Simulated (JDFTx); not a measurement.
Si(111) slab cut from bulk Si (space group Fd-3m, indices of the conventional cell, lattice of the Materials Project entry mp-149, not re-optimised): 8 atoms in 4 planes, a (2×1) cell of 25.66 Å² (|a| = 7.699, |b| = 3.849 Å), 3.9 Å between the outermost planes, cell height 22.9 Å, 3×6×1 k mesh, Fermi smearing 0.003 Ha, no spin polarisation. Both faces carry Cl and Br (1.00 monolayer in all).

Level of theory: PBE, GBRV ultrasoft potentials, plane waves to 20/100 Ha; code: JDFTx (a modified build). Each face has two sites a cell, capped by Cl and Cl, Cl and Br, or Br and Br, and relaxed in vacuum within the start's symmetry. The ionisation potential is minus the Kohn-Sham valence edge against vacuum. Liquid: CANDLE, water, 1 M NaCl; SHE by the 4.44 V convention. Both faces are alike, and the cell allows no reconstruction beyond its size. The edges are semilocal Kohn-Sham levels of this thin slab, taken over the k mesh, and may belong to surface states. Spin-orbit coupling is left out, which can move the edges for the heavier elements here.

```tsv
caps	ionisation potential (eV)	valence edge in liquid (V vs SHE)
all Cl	5.72	1.19
half Cl, half Br	___	___
all Br	5.29	0.74
```

### Question
Predict the half-covered face from the two pure ones.

### Answer

- half Cl, half Br, ionisation potential (eV): 5.49
- half Cl, half Br, valence edge in liquid (V vs SHE): 0.96

The half-covered face lies -0.01 eV from the mean of the two ionisation potentials, and its valence edge in the liquid -0.01 V from the mean.
